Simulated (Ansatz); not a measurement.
## Course of a relaxation: Nb₂Te₂S

Recipe of this trial structure of Nb₂Te₂S: random cell by space group and Wyckoff sites (Cmmm, No. 65). The dimensions are guesses.

```
CELL_PARAMETERS angstrom
2.76877 -4.11668 0.00000
2.76877 4.11668 0.00000
0.00000 0.00000 5.59446
ATOMIC_POSITIONS crystal
Nb 0.77349 0.77349 0.00000
Nb 0.22651 0.22651 0.00000
Te 0.00000 0.50000 0.00000
Te 0.50000 0.00000 0.00000
S 0.00000 0.00000 0.50000
```

Computed with Ansatz, DFT PBE, scalar-relativistic, plane waves, PAW. Cutoff 420 eV, Gaussian smearing, Γ-centred meshes. Cell and atoms relax first on a coarse mesh and then on a finer one. In between, the cell is made exact in the group found at 0.06 Å. In metals the finer mesh still leaves noise of several meV/atom or more. The steps can't lower the symmetry of their start. No spin polarisation.

Steps on the 4×4×4 mesh (5 atoms, 15 steps). The free energy counts from the last step; the plane-wave basis is renewed at times, which shifts energy and pressure.

```
step  ΔF (meV/atom)  V (Å³/atom)  P (GPa)  largest force component (eV/Å)
   1         4087.8        25.51    68.46                           1.619
   2         2768.5        26.80    47.16                           1.897
   3         1805.7        28.07    31.75                           2.341
   4         1101.8        29.22    20.42                           1.268
   5          632.5        30.32    11.12                           0.742
   6          303.1        30.50     5.23                           0.182
   7          184.2        31.96    -1.36                           0.768
   8          142.0        30.65     2.30                           3.093
   9           73.0        29.26     0.58                           0.256
  10           72.2        29.53    -0.11                           0.017
  11           72.1        29.43     0.02                           0.040
  12           14.1        29.43     2.41                           0.068
  13            0.2        30.15     0.11                           0.051
  14            0.1        30.25     0.04                           0.008
  15            0.0        30.25     0.04                           0.008
```

The relaxed structure, after a last relaxation on the converged mesh:

```cif
data_structure
_symmetry_space_group_name_H-M 'Cmmm'
_symmetry_Int_Tables_number 65
_cell_length_a 6.3753
_cell_length_b 10.9649
_cell_length_c 4.3645
_cell_angle_alpha 90.000
_cell_angle_beta 90.000
_cell_angle_gamma 90.000
_cell_volume 305.09
loop_
_atom_site_label
_atom_site_type_symbol
_atom_site_symmetry_multiplicity
_atom_site_Wyckoff_symbol
_atom_site_fract_x
_atom_site_fract_y
_atom_site_fract_z
_atom_site_occupancy
Nb1 Nb 4 g 0.81464 0.00000 0.00000 1
Te1 Te 4 e 0.25000 0.25000 0.00000 1
S1 S 2 d 0.00000 0.00000 0.50000 1
```

The symmetry stays Cmmm (No. 65). The volume per atom grows by 19.6 %, from 25.5 to 30.5 Å³. The shortest distance goes from 2.06 Å (Nb–Te) to 2.36 Å (Nb–Nb). The energy falls by about 4.1 eV/atom (the start's value is from the coarse mesh). Around Nb lie 1 Nb at 2.36 Å, 2 S at 2.48 Å and 2 Te at 2.77 Å; Te is surrounded by 2 Nb at 2.77 Å and 2 Te at 3.19 Å; S is surrounded by 4 Nb at 2.48 Å.

```
Volume per atom                           : 30.51 Å³
Density                                   : 5.15 g/cm³
Energy over the elements                  : +0.08 eV/atom
Gap on the 8×8×10 mesh of the 5-atom cell : 0 eV (a metal)
```

Formation energies are uncorrected and refer to the elements' standard structures at the same level.

The last run used Gaussian smearing of 0.10 eV. These runs have no spin–orbit coupling, which can matter for Te. The reference forms of S and Te are held partly by dispersion forces, which this level lacks. A structure relaxed within its symmetry needn't be a true minimum. In all, the 4 runs took 5.2 min on 1 thread of Intel(R) Xeon(R) 6975P-C (Granite Rapids), on a shared host. Another cell of Nb2Te2S relaxed alike, in P-3m1, lies 0.70 eV/atom lower, so this cell isn't the stable form at this level.
